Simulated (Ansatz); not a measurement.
GeRh2 in space group Pnma (No. 62; Ge on 4c, Rh on 4c, Rh on 4c), the program Ansatz at the PBEsol level (PAW), all energies at zero smearing, with the estimated change up to a 700 eV cutoff added, with one set of potentials and settings (totals compare only within such a set). Cell of 12 atoms (4 Ge, 8 Rh): -67729.897 eV.

```tsv
element	reference phase	E (eV/atom)
Ge	Fd-3m, 2 atoms in the cell	-4253.4978
Rh	Fm-3m, 1 atoms in the cell	-6338.7479
```

Formation energy per atom, worked out: (-67729.897 − 4×(-4253.4978) − 8×(-6338.7479))/12 = -0.494 eV/atom (-48 kJ per mol of atoms), at 0 K, without zero-point energy or fitted corrections.

The workflow started from an entry of the Crystallography Open Database (COD). Its standing as an ambient phase is unchecked. The cell was relaxed with PBEsol under the symmetry of its start; its stability against distortions is not shown here. The run is not spin-polarised. The references are the lowest solids computed at this level, not always the standard phases.

Potentials: the later of the program's two PAW sets.
